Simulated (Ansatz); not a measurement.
Values for one crystal, relaxed and computed with PBEsol in the plane-wave PAW code Ansatz; other levels are named.

| Quantity | Result |
|---|---|
| Volume per atom | 13.02 Å³ |
| Electronic character | metallic (no gap) |
| Mechanical stability | stable (all eigenvalues of C positive) |
| Bulk modulus (Birch–Murnaghan fit) | 200 GPa |
| Pressure derivative B′ | 4.1 |
| Poisson's ratio | 0.34 |
| Zone-centre stability | no imaginary mode at Γ |

**Question.** Which compound is it?
A) VO2, Pnma (V on 4c, O on 4c, O on 4c)
B) TaGe2, P6_222 (Ge on 6j, Ta on 3d)
C) Hf3Ge, P4_2/n (Hf on 8g, Hf on 8g, Hf on 8g, Ge on 8g)
D) V3Ge, A15 (Cr3Si type)

**Answer.** D, V3Ge, A15 (Cr3Si type)

Space group Pm-3n (A15 (Cr3Si type)). The workflow started from a Materials Project entry (that database holds measured and hypothetical structures alike); the Crystallography Open Database files this formula in space group No. 223, but the cells were not matched. Its standing as an ambient phase is unchecked. Symmetry was held in the PBEsol relaxation. The workflow began spin-polarised and lost its moments. Spin–orbit coupling is left out wherever it is not named.

Potentials: the later of the program's two PAW sets.
